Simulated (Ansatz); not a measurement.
LiC:
```cif
data_C4Li4
_chemical_formula_sum 'Li4 C4'
_space_group_name_H-M_alt 'Immm'
_space_group_IT_number 71
_space_group_name_Hall '-I 2 2'
_cell_length_a 3.57304
_cell_length_b 4.80509
_cell_length_c 5.30474
_cell_angle_alpha 90.000
_cell_angle_beta 90.000
_cell_angle_gamma 90.000
loop_
_space_group_symop_operation_xyz
  'x, y, z'
  '-x, -y, -z'
  '-x, -y, z'
  'x, y, -z'
  'x, -y, -z'
  '-x, y, z'
  '-x, y, -z'
  'x, -y, z'
  'x+1/2, y+1/2, z+1/2'
  '-x+1/2, -y+1/2, -z+1/2'
  '-x+1/2, -y+1/2, z+1/2'
  'x+1/2, y+1/2, -z+1/2'
  'x+1/2, -y+1/2, -z+1/2'
  '-x+1/2, y+1/2, z+1/2'
  '-x+1/2, y+1/2, -z+1/2'
  'x+1/2, -y+1/2, z+1/2'
loop_
_atom_site_label
_atom_site_type_symbol
_atom_site_symmetry_multiplicity
_atom_site_Wyckoff_symbol
_atom_site_fract_x
_atom_site_fract_y
_atom_site_fract_z
_atom_site_occupancy
Li1 Li 4 j 0.00000 0.50000 0.23856 1
C1 C 4 g 0.00000 0.13079 0.00000 1
```
(The calculation used a cell of 4 atoms; values per cell refer to that cell.)

Relaxed with PBEsol. PBEsol in the plane-wave PAW code Ansatz gives a gap of 3.16 eV.

### Question
What gap does HSE06 give on the same cell (Ansatz, PAW)?

### Answer
4.57 eV, 1.41 eV more. The hybrid was solved on a coarser mesh and at special points; the gap given is the minimum over both.

| k | v1 PBEsol | c1 PBEsol | v1 HSE06 | c1 HSE06 |
|---|---|---|---|---|
| Γ | -0.27 | 3.16 | 0.00 | 4.57 |
| X | -0.90 | 7.13 | ___ | ___ |
| S | -0.51 | 5.48 | ___ | ___ |
| R | -0.84 | 3.37 | -0.69 | 4.79 |
| T | -0.23 | 3.37 | ___ | ___ |
| W | 0.00 | 4.04 | ___ | ___ |
| Σ0 | -0.68 | 6.09 | -0.82 | 7.76 |
| Y0 | -0.84 | 7.12 | -0.94 | 8.58 |

### Question
Top valence (v1) and lowest conduction level (c1) in eV from each method's valence maximum (which need not be a listed point): supply the withheld HSE06 values.

### Answer

- W, v1 HSE06: -0.09
- W, c1 HSE06: 5.48
- X, v1 HSE06: -0.98
- X, c1 HSE06: 8.59
- S, v1 HSE06: -0.42
- S, c1 HSE06: 7.03
- T, v1 HSE06: -0.27
- T, c1 HSE06: 4.68

Cost on shared cores: the PBEsol run (SCF on a 10×10×10 mesh, then bands and DOS) around 19 core-seconds (rough), the HSE06 run (SCF on 7×7×7, then a few points) roughly 3 core-minutes; the tasks are unlike.

The first step of the workflow began from a Materials Project structure, measured or hypothetical; the Crystallography Open Database files this formula in space group No. 71, but the cells were not matched. Whether it is the stable phase at ambient conditions was not checked. Symmetry was held in the PBEsol relaxation; whether a distortion lowers the energy is not shown.

Potentials: the later of the program's two PAW sets.
